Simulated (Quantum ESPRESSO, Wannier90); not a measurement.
## TlBr (rock salt): Wannier90 run

```xyz
2
Lattice="0.0000 3.3420 3.3420 3.3420 0.0000 3.3420 3.3420 3.3420 0.0000" Properties=species:S:1:pos:R:3 pbc="T T T"
Tl     0.0000     0.0000     0.0000
Br     3.3420     3.3420     3.3420
```

Materials Project entry mp-568560; symmetrised, unrelaxed at this level. Not found in the COD (Crystallography Open Database) copy used, which has the formula in other groups; not checked further. Method: PBEsol plane waves in Quantum ESPRESSO 7.5 (PseudoDojo norm-conserving files, 50 Ry, spinors with spin-orbit coupling), Bloch states on a 8×8×8 mesh through Γ, Wannier90 4.0.1. Density: 8×8×8 mesh, cold smearing 0.01 Ry.

A tight-binding model is made by disentanglement and projection with no localisation steps (num_iter = 0), so the 16 orbitals stay atom-like: hydrogen-like Tl: s;p; Br: s;p, axes along x, y, z; frozen window up to 5.72 eV relative to the valence-band maximum. It follows pw.x to 1.6 meV rms for states up to 2.8 eV relative to the valence-band maximum. Matrix elements depend on this choice of orbitals and windows. Bands 3–6 (Tl 5d 100 %), 7–12 (Tl 5d 100 %) lie between the kept ones and are excluded.

The 45 largest hoppings ⟨m,0|H|n,R⟩ between different sites (one of each Hermitian pair; signs follow the real orbitals' lobes; the list may end inside a set of equal values):

```json
[
 {"m": "Br2 pz↑", "n": "Tl1 pz↑", "R": "0 0 1", "distance of the centres (Å)": "3.34", "t (eV)": "1.231", "Im t (eV)": "0.000"},
 {"m": "Br2 pz↓", "n": "Tl1 pz↓", "R": "0 0 1", "distance of the centres (Å)": "3.34", "t (eV)": "1.231", "Im t (eV)": "0.000"},
 {"m": "Br2 py↑", "n": "Tl1 py↑", "R": "0 1 0", "distance of the centres (Å)": "3.34", "t (eV)": "1.231", "Im t (eV)": "0.000"},
 {"m": "Br2 py↓", "n": "Tl1 py↓", "R": "0 1 0", "distance of the centres (Å)": "3.34", "t (eV)": "1.231", "Im t (eV)": "0.000"},
 {"m": "Br2 px↑", "n": "Tl1 px↑", "R": "0 1 1", "distance of the centres (Å)": "3.34", "t (eV)": "1.231", "Im t (eV)": "0.000"},
 {"m": "Br2 px↓", "n": "Tl1 px↓", "R": "0 1 1", "distance of the centres (Å)": "3.34", "t (eV)": "1.231", "Im t (eV)": "0.000"},
 {"m": "Br2 px↑", "n": "Tl1 px↑", "R": "1 0 0", "distance of the centres (Å)": "3.34", "t (eV)": "1.231", "Im t (eV)": "0.000"},
 {"m": "Br2 px↓", "n": "Tl1 px↓", "R": "1 0 0", "distance of the centres (Å)": "3.34", "t (eV)": "1.231", "Im t (eV)": "0.000"},
 {"m": "Br2 py↑", "n": "Tl1 py↑", "R": "1 0 1", "distance of the centres (Å)": "3.34", "t (eV)": "1.231", "Im t (eV)": "0.000"},
 {"m": "Br2 py↓", "n": "Tl1 py↓", "R": "1 0 1", "distance of the centres (Å)": "3.34", "t (eV)": "1.231", "Im t (eV)": "0.000"},
 {"m": "Br2 pz↑", "n": "Tl1 pz↑", "R": "1 1 0", "distance of the centres (Å)": "3.34", "t (eV)": "1.231", "Im t (eV)": "0.000"},
 {"m": "Br2 pz↓", "n": "Tl1 pz↓", "R": "1 1 0", "distance of the centres (Å)": "3.34", "t (eV)": "1.231", "Im t (eV)": "0.000"},
 {"m": "Br2 pz↑", "n": "Tl1 s↑", "R": "0 0 1", "distance of the centres (Å)": "3.34", "t (eV)": "0.713", "Im t (eV)": "0.000"},
 {"m": "Br2 pz↓", "n": "Tl1 s↓", "R": "0 0 1", "distance of the centres (Å)": "3.34", "t (eV)": "0.713", "Im t (eV)": "0.000"},
 {"m": "Br2 py↑", "n": "Tl1 s↑", "R": "0 1 0", "distance of the centres (Å)": "3.34", "t (eV)": "0.713", "Im t (eV)": "0.000"},
 {"m": "Br2 py↓", "n": "Tl1 s↓", "R": "0 1 0", "distance of the centres (Å)": "3.34", "t (eV)": "0.713", "Im t (eV)": "0.000"},
 {"m": "Br2 px↑", "n": "Tl1 s↑", "R": "0 1 1", "distance of the centres (Å)": "3.34", "t (eV)": "-0.713", "Im t (eV)": "0.000"},
 {"m": "Br2 px↓", "n": "Tl1 s↓", "R": "0 1 1", "distance of the centres (Å)": "3.34", "t (eV)": "-0.713", "Im t (eV)": "0.000"},
 {"m": "Br2 px↑", "n": "Tl1 s↑", "R": "1 0 0", "distance of the centres (Å)": "3.34", "t (eV)": "0.713", "Im t (eV)": "0.000"},
 {"m": "Br2 px↓", "n": "Tl1 s↓", "R": "1 0 0", "distance of the centres (Å)": "3.34", "t (eV)": "0.713", "Im t (eV)": "0.000"},
 {"m": "Br2 py↑", "n": "Tl1 s↑", "R": "1 0 1", "distance of the centres (Å)": "3.34", "t (eV)": "-0.713", "Im t (eV)": "0.000"},
 {"m": "Br2 py↓", "n": "Tl1 s↓", "R": "1 0 1", "distance of the centres (Å)": "3.34", "t (eV)": "-0.713", "Im t (eV)": "0.000"},
 {"m": "Br2 pz↑", "n": "Tl1 s↑", "R": "1 1 0", "distance of the centres (Å)": "3.34", "t (eV)": "-0.713", "Im t (eV)": "0.000"},
 {"m": "Br2 pz↓", "n": "Tl1 s↓", "R": "1 1 0", "distance of the centres (Å)": "3.34", "t (eV)": "-0.713", "Im t (eV)": "0.000"},
 {"m": "Br2 s↑", "n": "Tl1 pz↑", "R": "0 0 1", "distance of the centres (Å)": "3.34", "t (eV)": "-0.402", "Im t (eV)": "0.000"},
 {"m": "Br2 s↓", "n": "Tl1 pz↓", "R": "0 0 1", "distance of the centres (Å)": "3.34", "t (eV)": "-0.402", "Im t (eV)": "0.000"},
 {"m": "Br2 s↑", "n": "Tl1 py↑", "R": "0 1 0", "distance of the centres (Å)": "3.34", "t (eV)": "-0.402", "Im t (eV)": "0.000"},
 {"m": "Br2 s↓", "n": "Tl1 py↓", "R": "0 1 0", "distance of the centres (Å)": "3.34", "t (eV)": "-0.402", "Im t (eV)": "0.000"},
 {"m": "Br2 s↑", "n": "Tl1 px↑", "R": "0 1 1", "distance of the centres (Å)": "3.34", "t (eV)": "0.402", "Im t (eV)": "0.000"},
 {"m": "Br2 s↓", "n": "Tl1 px↓", "R": "0 1 1", "distance of the centres (Å)": "3.34", "t (eV)": "0.402", "Im t (eV)": "0.000"},
 {"m": "Br2 s↑", "n": "Tl1 px↑", "R": "1 0 0", "distance of the centres (Å)": "3.34", "t (eV)": "-0.402", "Im t (eV)": "0.000"},
 {"m": "Br2 s↓", "n": "Tl1 px↓", "R": "1 0 0", "distance of the centres (Å)": "3.34", "t (eV)": "-0.402", "Im t (eV)": "0.000"},
 {"m": "Br2 s↑", "n": "Tl1 py↑", "R": "1 0 1", "distance of the centres (Å)": "3.34", "t (eV)": "0.402", "Im t (eV)": "0.000"},
 {"m": "Br2 s↓", "n": "Tl1 py↓", "R": "1 0 1", "distance of the centres (Å)": "3.34", "t (eV)": "0.402", "Im t (eV)": "0.000"},
 {"m": "Br2 s↑", "n": "Tl1 pz↑", "R": "1 1 0", "distance of the centres (Å)": "3.34", "t (eV)": "0.402", "Im t (eV)": "0.000"},
 {"m": "Br2 s↓", "n": "Tl1 pz↓", "R": "1 1 0", "distance of the centres (Å)": "3.34", "t (eV)": "0.402", "Im t (eV)": "0.000"},
 {"m": "Br2 px↑", "n": "Tl1 px↑", "R": "0 0 1", "distance of the centres (Å)": "3.34", "t (eV)": "-0.254", "Im t (eV)": "0.000"},
 {"m": "Br2 px↓", "n": "Tl1 px↓", "R": "0 0 1", "distance of the centres (Å)": "3.34", "t (eV)": "-0.254", "Im t (eV)": "0.000"},
 {"m": "Br2 py↑", "n": "Tl1 py↑", "R": "0 0 1", "distance of the centres (Å)": "3.34", "t (eV)": "-0.254", "Im t (eV)": "0.000"},
 {"m": "Br2 py↓", "n": "Tl1 py↓", "R": "0 0 1", "distance of the centres (Å)": "3.34", "t (eV)": "-0.254", "Im t (eV)": "0.000"},
 {"m": "Br2 pz↑", "n": "Tl1 pz↑", "R": "0 1 0", "distance of the centres (Å)": "3.34", "t (eV)": "-0.254", "Im t (eV)": "0.000"},
 {"m": "Br2 pz↓", "n": "Tl1 pz↓", "R": "0 1 0", "distance of the centres (Å)": "3.34", "t (eV)": "-0.254", "Im t (eV)": "0.000"},
 {"m": "Br2 px↑", "n": "Tl1 px↑", "R": "0 1 0", "distance of the centres (Å)": "3.34", "t (eV)": "-0.254", "Im t (eV)": "0.000"},
 {"m": "Br2 px↓", "n": "Tl1 px↓", "R": "0 1 0", "distance of the centres (Å)": "3.34", "t (eV)": "-0.254", "Im t (eV)": "0.000"},
 {"m": "Br2 pz↑", "n": "Tl1 pz↑", "R": "0 1 1", "distance of the centres (Å)": "3.34", "t (eV)": "-0.254", "Im t (eV)": "0.000"}
]
```
